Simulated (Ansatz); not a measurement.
SnSe:
```yaml
crystal:
  lattice:
    - [8.61926, 0.00000, 0.00000]
    - [0.00000, 4.11723, 0.00000]
    - [0.00000, 0.00000, 6.17012]
  atoms:
    - { symbol: Sn, position: [0.61768, 0.25000, 0.67895] }
    - { symbol: Sn, position: [0.11768, 0.25000, 0.82105] }
    - { symbol: Sn, position: [0.38232, 0.75000, 0.32105] }
    - { symbol: Sn, position: [0.88232, 0.75000, 0.17895] }
    - { symbol: Se, position: [0.66858, 0.25000, 0.12240] }
    - { symbol: Se, position: [0.16858, 0.25000, 0.37760] }
    - { symbol: Se, position: [0.33142, 0.75000, 0.87760] }
    - { symbol: Se, position: [0.83142, 0.75000, 0.62240] }
```

Relaxed with HSE06. Special points in fractions of this cell's reciprocal vectors: Γ (0.000, 0.000, 0.000); X (0.500, 0.000, 0.000); S (0.500, 0.500, 0.000); Y (0.000, 0.500, 0.000); Z (0.000, 0.000, 0.500); U (0.500, 0.000, 0.500); R (0.500, 0.500, 0.500); T (0.000, 0.500, 0.500).

List the band energies nearest the valence-band maximum at these points for DFT-HSE06 in the program Ansatz with PAW potentials.

In eV from the valence-band maximum; about four levels below and three above (degenerate sets whole), none deeper than 8.9 eV; points with the same levels are listed once.

```
k                    below                above
-  -----------------------  -------------------
Γ  -2.00 -1.13 -0.87 -0.06       1.38 1.95 2.10
X  -1.80 -1.80 -0.73 -0.73  2.44 2.44 2.67 2.67
S  -2.06 -2.06 -2.06 -2.06  2.71 2.71 2.71 2.71
Y  -2.65 -2.65 -1.34 -1.34  1.12 1.12 3.67 3.67
Z  -1.64 -1.64 -0.26 -0.26  1.41 1.41 1.82 1.82
U  -1.36 -1.36 -1.36 -1.36  2.05 2.05 2.65 2.65
R  -1.66 -1.66 -1.66 -1.66  1.83 1.83 1.83 1.83
T  -1.91 -1.91 -0.74 -0.74  0.45 0.45 1.76 1.76
```

Space group Pnma. Symmetry was held in the HSE06 relaxation. The volume moved by 40 % from the start of the relaxation. The hybrid was solved on a coarse mesh, the path and, where they were found, the r²SCAN edge points; its band edges are the extreme levels among these. Spin–orbit coupling is left out wherever it is not named.

Potentials: the later of the program's two PAW sets.
